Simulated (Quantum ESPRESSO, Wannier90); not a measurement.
**Sr2NCl (R-3m), plane waves to Wannier functions**

Materials Project entry mp-23033; symmetrised, unrelaxed at this level. COD (Crystallography Open Database) has an entry of this formula and space group (matched by these alone). Method: PBEsol plane waves in Quantum ESPRESSO 7.5 (PseudoDojo norm-conserving files, 68 Ry, no spin polarisation, no spin-orbit coupling), Bloch states on a 6×6×6 mesh through Γ, Wannier90 4.0.1. Density: 10×10×10 mesh, cold smearing 0.01 Ry.

```
begin unit_cell_cart
ang
   -1.9465450348    3.3715148995    0.0000000000
   -3.8930900696    0.0000000000    0.0000000000
   -1.9465450348    1.1238382998    7.0388200000
end unit_cell_cart
mp_grid = 6 6 6
```

Which shells of neighbouring k-points and which b-vectors and weights does Wannier90 pick for this cell and mesh?


```
 *---------------------------------- K-MESH ----------------------------------*
 +----------------------------------------------------------------------------+
 |                    Distance to Nearest-Neighbour Shells                    |
 |                    ------------------------------------                    |
 |          Shell             Distance (Ang^-1)          Multiplicity         |
 |          -----             -----------------          ------------         |
 |             1                   0.148775                      2            |
 |             2                   0.297549                      2            |
 |             3                   0.314536                      6            |
 |             4                   0.326053                      6            |
 |             5                   0.368541                      6            |
 |             6                   0.397437                      6            |
 |             7                   0.446324                      2            |
 |             8                   0.465811                      6            |
       ... (lines left out)
 +----------------------------------------------------------------------------+
 | The b-vectors are chosen automatically                                     |
 | The following shells are used:                       1,  3                 |
 +----------------------------------------------------------------------------+
 |                        Shell   # Nearest-Neighbours                        |
 |                        -----   --------------------                        |
 |                          1               2                                 |
 |                          2               6                                 |
 +----------------------------------------------------------------------------+
 | Completeness relation is fully satisfied [Eq. (B1), PRB 56, 12847 (1997)]  |
 +----------------------------------------------------------------------------+
 |                  b_k Vectors (Ang^-1) and Weights (Ang^2)                  |
 |                  ----------------------------------------                  |
 |            No.         b_k(x)      b_k(y)      b_k(z)        w_b           |
 |            ---        --------------------------------     --------        |
 |             1         0.000000    0.000000    0.148775    21.438076        |
 |             2         0.000000    0.000000   -0.148775    21.438076        |
 |             3        -0.268989   -0.155301   -0.049592     3.455188        |
 |             4         0.000000    0.310601   -0.049592     3.455188        |
 |             5        -0.268989    0.155301    0.049592     3.455188        |
 |             6         0.268989    0.155301    0.049592     3.455188        |
 |             7         0.000000   -0.310601    0.049592     3.455188        |
 |             8         0.268989   -0.155301   -0.049592     3.455188        |
```
